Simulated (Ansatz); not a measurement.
The relaxed structure here is a generated cell of GeSe: the first start was made by placing the elements on the sites of a structure type, and the end was not matched to a known phase here, so it may be hypothetical. Known forms of GeSe include space group No. 62.

The end point of a relaxation of GeSe. Space group P6₃mc (No. 186). Method: PBEsol (plane waves to 420 eV, PAW, scalar-relativistic; Ansatz, a quantum-chemistry and plane-wave program).

Space group P6₃mc (No. 186); a = 4.7132 Å, b = 4.7132 Å, c = 11.1202 Å, α = 90.00°, β = 90.00°, γ = 120.00°

```tsv
atom	site	symmetry	x	y	z
Ge	2a	3m.	0.0000	0.0000	0.0228
Ge	2b	3m.	0.3333	0.6667	0.2727
Se	2a	3m.	0.0000	0.0000	0.2901
Se	2b	3m.	0.3333	0.6667	0.0400
```

Q: What band gap does PBEsol give?

A: 0.45 eV, indirect (valence top at K, conduction bottom at k = (0.125, 0.125, 0.3333)) (no spin-orbit coupling).

Q: What is the computed smallest direct gap (PBEsol)?

A: 0.81 eV at k = (0.25, 0.375, 0).

No spin polarisation in the result.

The run could not lose the symmetry of its start, so the end can be a saddle point.
